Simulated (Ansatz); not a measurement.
Relaxed-ion elastic tensor of K (bcc (W type), space group No. 229) in GPa (Voigt order), plane-wave PAW PBE+D3(BJ) (Ansatz code); density 0.94 g/cm³, 68.73 Å³ per atom.

```
4.7  3.9  3.9  0.0  0.0  0.0
3.9  4.7  3.9  0.0  0.0  0.0
3.9  3.9  4.7  0.0  0.0  0.0
0.0  0.0  0.0  3.1  0.0  0.0
0.0  0.0  0.0  0.0  3.1  0.0
0.0  0.0  0.0  0.0  0.0  3.1
```

Q: Is the crystal mechanically stable?

A: Yes: the smallest eigenvalue of C is 0.9 GPa.

Q: Work out the Voigt, Reuss and Hill averages.

A: K_V = 4.2, K_R = 4.2, K_H = 4.2; G_V = 2.0, G_R = 0.9, G_H = 1.5 GPa.

Q: Give Young's modulus, Poisson's ratio, Pugh's ratio and the universal anisotropy index.

A: E = 9KG/(3K + G) = 3.9 GPa; ν = 0.34; K/G = 2.83 (ductile by the Pugh limit of 1.75); A_U = 5G_V/G_R + K_V/K_R − 6 = 6.31.

Q: Estimate the sound speeds and the Debye temperature.

A: v_l = √((K + 4G/3)/ρ) = 2550 m/s, v_t = √(G/ρ) = 1250 m/s, mean 1400 m/s; Θ = (h/k)(3n/4πV)^(1/3) v_m = 102 K.

Q: Give the Zener ratio and Young's modulus along [100], [110] and [111].

A: A = 2C44/(C11 − C12) = 7.12; 1/E = S11 − 2(S11 − S12 − S44/2)Γ with Γ = 0, 1/4, 1/3 gives 1.3, 3.4, 7.5 GPa.

Space group Im-3m (bcc (W type)). The PBE+D3(BJ) relaxation kept the symmetry of its start. The pairwise dispersion correction was not fitted to metals. As this level gives no gap, shear constants depend on the k-mesh and smearing (Fermi–Dirac, 0.1 eV here).

Potentials: the later of the program's two PAW sets.
